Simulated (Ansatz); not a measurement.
The relaxed structure here is a generated cell of BaTiO3: the first start was made by placing the elements on the sites of a structure type, and the end was not matched to a known phase here, so it may be hypothetical. Known forms of BaTiO3 include space group No. 99, 221.

A relaxed structure of BaTiO$_{3}$. Space group Pmma (No. 51). Method: PBE (plane waves to 420 eV, PAW, scalar-relativistic; Ansatz, a first-principles code).

```xyz
10
Lattice="8.0075 0.0000 0.0000 0.0000 3.9891 0.0000 0.0000 0.0000 4.1515" Properties=species:S:1:pos:R:3 pbc="T T T"
Ba     0.0000     1.9945     2.0758
Ba     4.0037     1.9945     2.0758
Ti     6.0056     0.0000     0.1284
Ti     2.0019     0.0000     4.0232
O      6.0056     1.9945     4.0964
O      2.0019     1.9945     0.0551
O      6.0056     0.0000     1.9569
O      2.0019     0.0000     2.1946
O      0.0000     0.0000     0.0000
O      4.0037     0.0000     0.0000
```

### Question
Predict the band gap from PBE.

### Answer
1.81 eV, indirect (valence top at T, conduction bottom at Γ) (no spin-orbit coupling).

### Question
Predict the smallest direct gap from PBE.

### Answer
2.15 eV at Γ.

No spin polarisation in the result.

The run could not lose the symmetry of its start, so the end can be a saddle point.

It was reached from a disturbed copy of a Pm-3m (No. 221) cell (cubic perovskite type), against which it lies -0.007 eV/atom.
